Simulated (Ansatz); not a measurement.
## PdPt3Se8 (P2/m) at 2 levels of theory

One geometry, relaxed with PBE; plane waves with PAW potentials in Ansatz, scalar-relativistic. No spin polarisation. Gaps are the least over mesh and band path; pressure is positive in compression.

```xyz
12
Lattice="6.2670 0.0000 0.0000 0.0000 7.5009 0.0000 -0.0496 0.0000 6.4973" Properties=species:S:1:pos:R:3 pbc="T T T"
Pd    0.0000    0.0000    0.0000
Pt    0.0000    3.7505    0.0000
Pt   -0.0248    1.8745    3.2486
Pt   -0.0248    5.6264    3.2486
Se    4.9276    0.0000    4.3189
Se    4.9259    3.7505    4.3193
Se    4.9530    1.8785    1.0756
Se    4.9530    5.6224    1.0756
Se    1.2644    1.8785    5.4216
Se    1.2644    5.6224    5.4216
Se    1.2915    3.7505    2.1780
Se    1.2898    0.0000    2.1783
```

```json
{"level": "PBE", "cutoff (eV)": "420", "k mesh": "6×6×6", "gap (eV)": "0.42", "pressure (GPa)": "0.0"}
```

Q: What comes out on the same cell with r2SCAN?

A:
```
 level  cutoff (eV)  k mesh  gap (eV)  pressure (GPa)
r2SCAN          500   6×6×6      0.57            -2.1
```

Spin-orbit coupling matters for the bands of heavy elements and is left out. The cell holds layers, chains or molecules and no dispersion correction was added, so their binding is poorly described.

It was reached by relaxing an invented guess, and it needn't be the stable form of this composition.
